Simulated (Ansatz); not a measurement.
BiB:
```xyz
2
Lattice="0.0000 2.7276 2.7276 2.7276 0.0000 2.7276 2.7276 2.7276 0.0000" Properties=species:S:1:pos:R:3 pbc="T T T"
Bi     4.0913     4.0913     4.0913
B      0.0000     0.0000     0.0000
```

Relaxed with PBEsol. Special points in fractions of this cell's reciprocal vectors: Γ (0.000, 0.000, 0.000); X (0.500, 0.000, 0.500); U (0.625, 0.250, 0.625); K (0.375, 0.375, 0.750); L (0.500, 0.500, 0.500); W (0.500, 0.250, 0.750).

Task: List the band energies nearest the valence-band maximum at these points for plane-wave PAW PBEsol (Ansatz code).

Result: In eV from the valence-band maximum; about four levels below and three above (degenerate sets whole), none deeper than 8.9 eV; points with the same levels are listed once.

| k | below | above |
|---|---|---|
| Γ | 0.00 0.00 0.00 | 0.45 2.79 2.79 2.79 |
| X | -7.91 -3.56 -3.56 | 0.80 0.87 8.35 |
| U | -7.60 -5.00 -3.04 | 1.24 3.64 7.13 |
| L | -7.82 -1.65 -1.65 | 0.46 4.16 4.16 |
| W | -7.56 -4.70 -4.28 | 3.37 3.83 5.11 |

Space group F-43m (zinc blende). The cell is a constructed one: a structure type filled with these elements; neither database checked (COD, Materials Project) lists it. Its standing as an ambient phase is unchecked. The cell was relaxed with PBEsol under the symmetry of its start; of distortions, only those at the zone centre were tested. Spin–orbit coupling is left out wherever it is not named.

Potentials: the later of the program's two PAW sets.
